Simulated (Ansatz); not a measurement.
The end point of a relaxation of Li. Space group Im-3m (No. 229), bcc (W type). Level of theory: r2SCAN (plane waves to 500 eV, PAW, scalar-relativistic; Ansatz, an electronic-structure program).

```cif
data_Li2
_chemical_formula_sum 'Li2'
_space_group_name_H-M_alt 'Im-3m'
_space_group_IT_number 229
_space_group_name_Hall '-I 4 2 3'
_cell_length_a 3.47692
_cell_length_b 3.47692
_cell_length_c 3.47692
_cell_angle_alpha 90.000
_cell_angle_beta 90.000
_cell_angle_gamma 90.000
loop_
_atom_site_label
_atom_site_type_symbol
_atom_site_symmetry_multiplicity
_atom_site_Wyckoff_symbol
_atom_site_fract_x
_atom_site_fract_y
_atom_site_fract_z
_atom_site_occupancy
Li1 Li 2 a 0.00000 0.00000 0.00000 1
```
(The calculation used a cell of 1 atom; values per cell refer to that cell.)

For Li, the volume per atom comes out as 21.02 Å³. The band gap comes out as zero (metallic). The shortest distances is Li–Li 3.01 Å and the k-mesh is 19×19×19.

No spin polarisation in the result.

The run could not lose the symmetry of its start.
